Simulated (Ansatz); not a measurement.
Ru in space group P-3m1 (No. 164; Ru on 2c, Ru on 2d, Ru on 2d, Ru on 2d) at seven volumes, r²SCAN (plane waves, PAW; program Ansatz), shape and atoms relaxed at each. One row is withheld.

```json
[
 {"V (Å³/atom)": "12.326", "P (GPa)": "39.27"},
 {"V (Å³/atom)": "12.733", "P (GPa)": "?"},
 {"V (Å³/atom)": "13.139", "P (GPa)": "10.89"},
 {"V (Å³/atom)": "13.545", "P (GPa)": "0.00"},
 {"V (Å³/atom)": "13.952", "P (GPa)": "-9.14"},
 {"V (Å³/atom)": "14.358", "P (GPa)": "-16.78"},
 {"V (Å³/atom)": "14.764", "P (GPa)": "-23.13"}
]
```

Problem. Fit the shown pressures and predict the withheld one.

Solution. Third-order Birch–Murnaghan: P = (3/2)B₀(x^(7/2) − x^(5/2))[1 + (3/4)(B′ − 4)(x − 1)] with x = (V₀/V)^(2/3). Least squares on the six rows gives V₀ = 13.545 Å³/atom, B₀ = 331.1 GPa, B′ = 4.85. At V = 12.733, x = 1.0421 and P = 23.79 GPa. The run itself gave 23.85 GPa.

The start of the workflow was typed in or built on a structure type; neither database checked (COD, Materials Project) lists it. It is not the phase usual at ambient conditions (space group No. 194). The cell was relaxed with r²SCAN under the symmetry of its start; its stability against distortions is not shown here. No spin polarisation was allowed.

Potentials: the later of the program's two PAW sets.
